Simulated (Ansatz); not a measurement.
The calculation used DFT PBE, scalar-relativistic, plane waves, PAW (Ansatz). Plane waves to 420 eV, a 12×12×12 mesh through Γ for the 10-atom cell and 0.02 eV Gaussian smearing; no spin polarisation.

Formation energies are uncorrected and refer to the elements' standard structures at the same level. The references include black phosphorus.

Question: Give a relaxed trial structure of an orthorhombic semiconductor with formula Al3B2P5, with a gap near 0.6 eV, a formation energy near −0.36 eV/atom and a density near 2.54 g/cm³, in a cell of 10 atoms. Its symmetry should be Imm2 (No. 44).

Answer: Al3B2P5, space group Imm2 (No. 44). Al on a site of symmetry m is surrounded by 4 P at 2.32–2.38 Å; Al on a site of symmetry mm2 is surrounded by 4 P at 2.31–2.40 Å; B has 4 P at 2.00–2.12 Å; P on a site of symmetry mm2 is surrounded by 4 Al at 2.31–2.34 Å; 2 more sites not described.

```xyz
10
Lattice="-1.7901 9.2397 2.5473 1.7901 -9.2397 2.5473 1.7901 9.2397 -2.5473" Properties=species:S:1:pos:R:3 pbc="T T T"
Al    1.7901    7.1590    2.5386
Al    0.0000    9.2397    0.0168
Al    1.7901   -7.1590    2.5386
B     1.7901    3.8626    2.4725
B     1.7901   -3.8626    2.4725
P     0.0000    0.0000    4.0205
P     1.7901    2.1315    1.4673
P     0.0000    3.9417    3.6027
P     1.7901    5.2980    1.0554
P     1.7901   -2.1315    1.4673
```

| Item | Value |
| --- | --- |
| Volume per atom | 16.85 Å³ |
| Density | 2.54 g/cm³ |
| Formation energy | −0.362 eV/atom |
| Gap on the 12×12×12 mesh of the 10-atom cell | 0.58 eV |

The structure comes from a generated guess, relaxed at this level; another structure or a mixture of phases may lie lower. Other answers may fit too; this one was computed.

Kohn–Sham gaps at this level usually fall short of measured ones. The reference form of P is held partly by dispersion forces, which this level lacks. Symmetry constrained the relaxation, so the result can be a saddle point.
